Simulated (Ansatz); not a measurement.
Property card for ZrGe

ZrGe:
```
ZrGe
1.0
    7.09785     0.00000     0.00000
    0.00000     3.92088     0.00000
    0.00000     0.00000     5.40575
Zr Ge
4 4
Direct
  0.17773   0.25000   0.63191
  0.82227   0.75000   0.36809
  0.32227   0.75000   0.13191
  0.67773   0.25000   0.86809
  0.04743   0.25000   0.15312
  0.95257   0.75000   0.84688
  0.45257   0.75000   0.65312
  0.54743   0.25000   0.34688
```

Space group Pnma (No. 62); conventional cell a = 7.0979 Å, b = 3.9209 Å, c = 5.4058 Å, α = β = γ = 90.00°.

Method: plane-wave PAW r²SCAN (Ansatz code). Structure relaxed to zero pressure with the same functional. Other levels are named where they apply.

Cell and energy:

```
Quantity                                                       Value
-----------------------------------------------------  -------------
Volume per atom                                             18.81 Å³
Density                                                   7.23 g/cm³
Formation energy from the elements (no fitted shifts)  -0.88 eV/atom
```

Electronic structure:

```
Quantity                                                                     Value
------------------------------------  --------------------------------------------
Electronic character                                             metallic (no gap)
Density of states at the Fermi level  0.12 states/eV per atom (mean over ±0.08 eV)
Gap with spin–orbit coupling                                       none (metallic)
```

Mechanics:

```
Property                             Result
----------------------------------  -------
Bulk modulus (Birch–Murnaghan fit)  131 GPa
Pressure derivative B′                  4.5
```

Charges:

```
Property                      Value
-------------  --------------------
Bader charges  Zr +1.36, Ge -1.36 e
```

The workflow started from a Materials Project entry (that database holds measured and hypothetical structures alike); the Crystallography Open Database copy checked does not list it. Whether it is the stable phase at ambient conditions was not checked. Symmetry was held in the r²SCAN relaxation; its stability against distortions is not shown here. No spin polarisation was allowed. The references are the lowest solids computed at this level, not always the standard phases. Spin–orbit coupling is left out wherever it is not named.

Potentials: the later of the program's two PAW sets.
